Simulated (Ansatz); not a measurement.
V (bcc (W type)), relaxed and computed with several functionals in Ansatz (plane waves, PAW). Much of their spread follows the volume that each gives.

| functional | V (Å³/atom) | K_Hill (GPa) |
|---|---|---|
| r²SCAN+D4 | 13.20 | 196 |
| PBE | 13.45 | ? |
| LDA | 12.52 | 210 |
| PBE+D3(BJ) | 12.84 | 199 |

Fit a straight line to ln K against ln V and predict the withheld value.

Least squares on the 3 shown rows: ln K = -1.29 × ln V + (8.600), with a scatter of 1.0 %. For PBE this gives 190. The run itself gave 183, a miss of 3.8 % of that, well beyond the scatter: the line misses something about this case.

Began spin-polarised and lost the moments: V, bcc (W type) with r²SCAN+D4; V, bcc (W type) with PBE; V, bcc (W type) with LDA; V, bcc (W type) with PBE+D3(BJ). All cells were relaxed under the symmetry of their starts (and spin orders); stability against distortions was not tested throughout.

Potentials: the earlier of the program's two PAW sets. The files were generated under PBE; for other functionals the program regenerates the frozen cores, and for LDA and PBEsol the local potential too.

Ansatz (a program for electronic structure) is a plane-wave DFT program.
